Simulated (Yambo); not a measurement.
Yambo run on SiO$_{2}$ (α-cristobalite, space group P4_12_12, No. 92). The wavefunctions are LDA (Quantum ESPRESSO, PseudoDojo norm-conserving, 84 Ry, no spin-orbit coupling) ones on a 2×2×2 mesh (32 occupied bands); a = b = 4.993 Å, c = 6.934 Å, α = β = γ = 90.00°.

Yambo input:

```
rim_cut
gw0
dyson
el_el_corr
HF_and_locXC
ppa
em1d
RandQpts= 1000000
RandGvec= 1 Ry
EXXRLvcs= 84 Ry
VXCRLvcs= 336 Ry
Chimod= "HARTREE"
% BndsRnXp
 1 | 320 |
%
NGsBlkXp= 8 Ry
% LongDrXp
 1.0 | 1.0 | 1.0 |
%
PPAPntXp= 40 eV
% GbndRnge
 1 | 320 |
%
GTermKind= "BG"
DysSolver= "n"
ExtendOut
% QPkrange
 1 | 1 | 32 | 33 |
%
```

k points by index: 1 = Γ.

Resulting energies as the program prints them:

```
#    K-point    Band    Eo [eV]    E [eV]    E-Eo [eV]    Vxc [eV]    Vnlxc [eV]    Sc|Eo [eV]    Sc|E [eV]    dSc/dw|Eo [eV]    Re(Z)    Im(Z)
#
    1    32    0.000000    -1.884422    -1.884422    -19.84322    -25.74825    3.625044    4.020615    -5.711830    0.826510    -0.929830E-3
    1    33    5.523467    6.843873    1.320406    -10.09227    -5.561259    -3.036121    -3.210607    -3.595689    0.883283    -0.664463E-3
```
(The two width columns are left out.) Convergence of these settings isn't established.

Geometry of the Materials Project entry, not relaxed at this level.

This is not the ordinary phase of the substance.
